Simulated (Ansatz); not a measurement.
An elastic tensor (GPa, Voigt order, standard axes) from plane-wave PAW PBEsol (Ansatz code):

```
 629   301   169   0.0   0.0   0.0
 301   629   169   0.0   0.0   0.0
 169   169   274   0.0   0.0   0.0
 0.0   0.0   0.0  -8.1   0.0   0.0
 0.0   0.0   0.0   0.0  -8.1   0.0
 0.0   0.0   0.0   0.0   0.0   164
```

Q: Which of these materials gives this?
(A) TiC2, P6/mmm (Ti on 1a, C on 2d)
(B) Mg, P6/mmm (Mg on 1a, Mg on 2d)
(C) Ti, hcp (Mg type)
(D) Zr, P6/mmm (Zr on 1a, Zr on 2d)

A: A, TiC2, P6/mmm (Ti on 1a, C on 2d)

The start of the workflow was typed in or built on a structure type; neither database checked (COD, Materials Project) lists it. Its standing as an ambient phase is unchecked. The PBEsol relaxation kept the symmetry of its start. At this level the phase is dynamically unstable (imaginary phonons). No spin polarisation was allowed. The volume moved by 18 % from the start of the relaxation. Its formation energy is positive at this level, so the cell may be metastable or incomplete. As this level gives no gap, shear constants depend on the k-mesh and smearing (Fermi–Dirac, 0.1 eV here). On the denser mesh and wider smearing of the elastic run this cell carries a stress of 0.3 GPa.

Potentials: the earlier of the program's two PAW sets. The files were generated under PBE; for other functionals the program regenerates the frozen cores, and for LDA and PBEsol the local potential too.
